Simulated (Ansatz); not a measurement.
Name crystals whose computed values (DFT-LDA in the program Ansatz with PAW potentials) fall in these windows: Θ_D (K) 570 to 740; G_Hill (GPa) 57 to 68.



```csv
crystal,Θ_D (K),G_Hill (GPa)
"Si, P6_3/mmc (Si on 4f)",625,62.0
"TiO2, anatase",584,60.2
"MgO, P6_3/mmc (Mg on 2c, O on 2d)",694,66.1
```
Others may fit too.

Not the usual ambient phase: Si, P6_3/mmc (Si on 4f); MgO, P6_3/mmc (Mg on 2c, O on 2d). All cells were relaxed under the symmetry of their starts (and spin orders); stability against distortions was not tested throughout. Rows with no word on spin ran without spin polarisation.

Potentials: the later of the program's two PAW sets.
